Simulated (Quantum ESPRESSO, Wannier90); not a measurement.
# Wannier functions of MgPdF$_{6}$ (R-3)

```
begin unit_cell_cart
ang
   -2.4656499840    4.2706310461    0.0000000000
   -4.9312999681    0.0000000000    0.0000000000
   -2.4656499840    1.4235436820    4.5099900000
end unit_cell_cart
begin atoms_frac
Mg   0.5000000000  0.5000000000  0.5000000000
Pd   0.0000000000  0.0000000000  0.0000000000
F   -0.2425900000  0.1003300000 -0.2467930000
F    0.2425900000 -0.1003300000  0.2467930000
F    0.3890530000 -0.2425900000 -0.2467930000
F   -0.3890530000  0.2425900000  0.2467930000
F    0.1003300000  0.3890530000 -0.2467930000
F   -0.1003300000 -0.3890530000  0.2467930000
end atoms_frac
```

Structure: Materials Project mp-7921, symmetrised, not relaxed again. COD (Crystallography Open Database) has an entry of this formula and space group (matched by these alone). Computed values, not measurements, from PBEsol: Quantum ESPRESSO (norm-conserving PseudoDojo potentials, cutoff 68 Ry, no spin polarisation, no spin-orbit coupling) on a Γ-centred 4×4×4 mesh, then Wannier90. Density: 8×8×8 mesh, cold smearing 0.01 Ry.

Bands 36-37 form an isolated set from 1.88 to 2.14 eV relative to the valence-band maximum (on the path) and are turned into 2 Wannier functions by minimising the spread from the start: SCDM (isolated).

### Question
Where do the functions sit, how wide are they and what are they made of?

### Answer
```json
[
 {"functions": "2", "spread (Å²)": "2.37", "nearest atom, distance (Å)": "Pd 0.00", "second atom, distance (Å)": "F 1.92", "weight on atomic waves": "Pd 4d 49 %, F 2p 43 %"}
]
```

Ω_I = 4.73 Å², Ω_total = 4.74 Å²; the interpolated bands follow pw.x to 0.8 meV rms on the path. Only this start was tried; a symmetric start can stop on a saddle, and mixtures of these functions could lower the total by at most Ω_total − Ω_I.
